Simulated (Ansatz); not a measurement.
A distorted cell of Ga2O3 (beta-Ga2O3 type, space group C2/m):

```
CELL_PARAMETERS angstrom
      6.22799    -1.54164     0.00000
      6.22799     1.54164     0.00000
     -1.39171     0.00000     5.71014
ATOMIC_POSITIONS crystal
  Ga 0.09121 0.09121 0.80959
  Ga 0.91141 0.91141 0.22014
  Ga 0.65253 0.65253 0.29982
  Ga 0.33555 0.33555 0.67146
  O  0.18233 0.18233 0.11024
  O  0.85537 0.85537 0.89193
  O  0.17202 0.17202 0.56315
  O  0.82463 0.82463 0.43448
  O  0.49910 0.49910 0.25458
  O  0.50709 0.50709 0.74118
```

All values below come from PBE (plane waves to 420 eV, PAW, scalar-relativistic; Ansatz, a first-principles code). k mesh 11×11×6 (Γ-centred), Fermi-Dirac smearing 0.05 eV. Stress and pressure are positive under compression. Ga2O3 was relaxed with its symmetry unable to fall. The PAW data are Ansatz's earlier set.

**Question.** What forces act on the atoms (eV/Å, Cartesian)?

**Answer.** 
| atom | Fx | Fy | Fz |
|---|---|---|---|
| Ga1 | 0.024 | 0.000 | -1.069 |
| Ga2 | 0.182 | 0.000 | -1.434 |
| Ga3 | 1.177 | 0.000 | 1.065 |
| Ga4 | 0.614 | 0.000 | 1.367 |
| O5 | -0.994 | 0.000 | -0.083 |
| O6 | -0.739 | 0.000 | 0.008 |
| O7 | 0.063 | 0.000 | -0.073 |
| O8 | 0.047 | 0.000 | 0.132 |
| O9 | -0.497 | 0.000 | 0.025 |
| O10 | 0.122 | 0.000 | 0.062 |

**Question.** What is the stress tensor (GPa)?

**Answer.** 
```
   1.03     0.00    -0.46
   0.00    -0.05     0.00
  -0.46     0.00    -1.22
```
The pressure, a third of the trace, is -0.08 GPa.

(A displaced cell: forces are minus the slopes of the energy, force constants its curvatures, and phonons follow from these.)
